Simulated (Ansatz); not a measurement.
Start of a relaxation, (110) slab as cut from the bulk (SiMo3, Pm-3n (No. 223), (1 1 0) face):

```xyz
32
Lattice="4.8616 0.0000 0.0000 0.0000 6.8753 0.0000 0.0000 0.0000 27.8912" Properties=species:S:1:pos:R:3 pbc="T T T"
Mo    1.2154    1.7188    7.5000
Mo    3.6462    1.7188    7.5000
Mo    2.4308    4.2971    8.3594
Mo    0.0000    6.0159    8.3594
Si    0.0000    3.4377    9.2188
Si    2.4308    0.0000    9.2188
Mo    2.4308    2.5782   10.0782
Mo    0.0000    0.8594   10.0782
Mo    1.2154    5.1565   10.9377
Mo    3.6462    5.1565   10.9377
Mo    2.4308    0.8594   11.7971
Mo    0.0000    2.5782   11.7971
Si    0.0000    0.0000   12.6565
Si    2.4308    3.4377   12.6565
Mo    2.4308    6.0159   13.5159
Mo    0.0000    4.2971   13.5159
Mo    1.2154    1.7188   14.3753
Mo    3.6462    1.7188   14.3753
Mo    2.4308    4.2971   15.2347
Mo    0.0000    6.0159   15.2347
Si    0.0000    3.4377   16.0941
Si    2.4308    0.0000   16.0941
Mo    2.4308    2.5782   16.9536
Mo    0.0000    0.8594   16.9536
Mo    1.2154    5.1565   17.8130
Mo    3.6462    5.1565   17.8130
Mo    2.4308    0.8594   18.6724
Mo    0.0000    2.5782   18.6724
Si    0.0000    0.0000   19.5318
Si    2.4308    3.4377   19.5318
Mo    2.4308    6.0159   20.3912
Mo    0.0000    4.2971   20.3912
```

The calculation used DFT PBEsol, scalar-relativistic, plane waves, PAW (Ansatz). Plane waves to 420 eV, a k mesh through Γ of 7×5×1 on the computed 32-atom cell and Gaussian smearing (0.10 eV); no spin polarisation. A dipole correction removes the field between periodic images along c.

All atoms are free. The cell is fixed. Force threshold 0.02 eV/Å.

```tsv
step	E − E_final (eV)	largest force (eV/Å)
1	1.456	1.913
2	0.186	0.552
3	0.029	0.223
4	0.008	0.189
5	0.002	0.095
6	0.000	0.010
7	0.000	0.010
```

(1) What is the final structure?

Results:

(1)
```xyz
32
Lattice="4.8616 0.0000 0.0000 0.0000 6.8753 0.0000 0.0000 0.0000 27.8912" Properties=species:S:1:pos:R:3 pbc="T T T"
Mo    1.2154    1.7188    7.7111
Mo    3.6462    1.7188    7.7111
Mo    2.4308    4.3487    8.4452
Mo    0.0000    5.9643    8.4452
Si    0.0000    3.4955    9.1185
Si    2.4308   -0.0579    9.1185
Mo    2.4308    2.6191   10.0913
Mo    0.0000    0.8186   10.0913
Mo    1.2154    5.1565   10.9522
Mo    3.6462    5.1565   10.9522
Mo    2.4308    0.8439   11.7810
Mo    0.0000    2.5937   11.7810
Si    0.0000    0.0055   12.6610
Si    2.4308    3.4321   12.6610
Mo    2.4308    6.0137   13.5114
Mo    0.0000    4.2993   13.5114
Mo    1.2154    1.7188   14.3756
Mo    3.6462    1.7188   14.3756
Mo    2.4308    4.2774   15.2327
Mo    0.0000    6.0355   15.2327
Si    0.0000    3.4180   16.0959
Si    2.4308    0.0197   16.0959
Mo    2.4308    2.5633   16.9655
Mo    0.0000    0.8743   16.9655
Mo    1.2154    5.1565   17.7481
Mo    3.6462    5.1565   17.7481
Mo    2.4308    0.7817   18.7181
Mo    0.0000    2.6559   18.7181
Si    0.0000    0.0473   19.5140
Si    2.4308    3.3904   19.5140
Mo    2.4308    5.7989   20.2080
Mo    0.0000    4.5141   20.2080
```

Cost: 1 run of about 51 core-minutes, on Arm Neoverse V2 (shared hosts).